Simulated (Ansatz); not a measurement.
CdSi2Se4, a known structure type with other elements, at an estimated volume

```yaml
crystal:
  lattice:
    - [0.00000, 5.84066, 0.00000]
    - [5.84066, 0.00000, 0.00000]
    - [2.92033, 2.92033, -5.41657]
  atoms:
    - { symbol: Se, position: [0.37000, 0.38000, 0.74000] }
    - { symbol: Se, position: [0.62000, 0.11000, 0.26000] }
    - { symbol: Se, position: [0.89000, 0.88000, 0.74000] }
    - { symbol: Se, position: [0.12000, 0.63000, 0.26000] }
    - { symbol: Cd, position: [0.50000, 0.50000, 0.00000] }
    - { symbol: Si, position: [0.75000, 0.25000, 0.50000] }
    - { symbol: Si, position: [0.00000, 0.00000, 0.00000] }
```

Single point in Ansatz 0.2.0 with r2SCAN, no spin polarisation. Cutoff 500 eV, PAW datasets, 7×7×7 Γ-centred k mesh, fermi-dirac filling (width 0.0983 eV).

Stress: The pressure is 2.4 GPa (compression positive), so with the atoms held at these fractions the cell would first expand; the forces are large, so a full relaxation may end otherwise. The principal stresses 1.9, 1.9, 3.4 GPa differ, so its shape would change too.
Electronic structure: It is a metal, with about 5.7 states/eV a cell as the mean within 0.25 eV of the Fermi level, mostly Se p (52 %) and Si s (29 %).
Forces: The largest is on Se1 (and as large on other atoms): 1.21 eV/Å, components (-0.81, -0.47, 0.77). It makes 75° with the line to a nearest neighbour, Si7 at 2.47 Å.
Charges: Bader charges in e: Cd +0.75, Si +1.06, Se -0.72. In the mean Si gives up most and Se takes most.

Origin: a known structure type with other elements, at an estimated volume, so it need not be a known compound. Caveats: many states at the Fermi level without spin polarisation, so a magnetic state may lie lower.
